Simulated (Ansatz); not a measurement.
## How much do the gradients of FeC₂S₂N₂ depend on the method?

Cell: a COD entry, ions relaxed with PBE at fixed cell.

Space group C2/m (No. 12); a = 10.6300, b = 3.7420, c = 6.1680 Å, β = 105.04°.

| site | Wyckoff | site symmetry | x | y | z |
| --- | --- | --- | --- | --- | --- |
| Fe | 2a | 2/m | 0.0000 | 0.0000 | 0.0000 |
| C | 4i | m | 0.7636 | 0.0000 | 0.2142 |
| S | 4i | m | 0.6203 | 0.0000 | 0.2691 |
| N | 4i | m | 0.8647 | 0.0000 | 0.1687 |

One atom of each set is listed; the run and its k-mesh use a cell of 7 atoms with edges of 5.63, 5.63, 6.17 Å.

First run. Method: Kohn–Sham DFT in Ansatz, PBE, plane waves and PAW, scalar-relativistic, collinear spin, 420 eV cutoff, Γ-centred 9×9×6 k-points, Fermi–Dirac smearing 0.05 eV. Start moments as typed (μB): 4 on each Fe, none on the rest.

| site | V_zz (10²¹ V/m²) | η | m (μB) |
| --- | --- | --- | --- |
| Fe | -9.73 | 0.81 | 3.13 |
| C | -2.62 | 0.21 | 0.00 |
| S | 19.89 | 0.09 | 0.05 |
| N | -2.93 | 0.10 | 0.03 |

Second run. The same atoms and settings, except that a Hubbard term is added (U = 4.0 eV on Fe d).

Problem. What does the second run give?

Solution. 

```tsv
site	V_zz	η	change of V_zz	m (μB)
Fe	25.1	0.62	–	3.26
C	-2.71	0.25	-0.09	0.00
S	21.1	0.06	+1.16	0.03
N	-3.05	0.17	-0.12	0.02
```

The largest change of V_zz along a kept axis is on S, from 19.89 to 21.1. The whole tensor moves most on Fe, by 16.24 along its most changed direction. In per cent, |V_zz| changes by +3 on C, +6 on S, +4 on N (all sites that start above 2, bar those whose gradient vanishes or changes sign or whose main axis turns by over 40°). On Fe the largest principal value lies along another axis in the second run, so the two V_zz can't be compared directly. Isomer shifts (Fe against α-Fe, from the density at the nucleus and a line fitted to measured compounds for each functional; the lines scatter by about 0.1 mm/s, so smaller changes between functionals mean little): Fe 0.83 → 0.83 mm/s. The first run finds no gap above 0.1 eV, the second does.

With these PAW files V_zz is typically within 2 to 3 % of all-electron values, but misses above 10 % occur on Fe. All moments are parallel here, as the start or the cell imposes; many such compounds order antiparallel, where fields and spin densities carried over to other atoms largely cancel. The magnetic order is the one that the run reached from its start moments, not necessarily the measured one.
For the first run: With no gap above 0.1 eV, as in a metal, the gradients converge slowly in k; expect changes of a tenth or more on a denser mesh. Semilocal functionals can leave a metal where correlation in the d or f shell opens a gap in the real compound, and that would change the values at and beside Fe.
For the second run: The largest force is 1.2 eV/Å, so the atoms aren't at the calculated equilibrium and relaxing them would move these values.
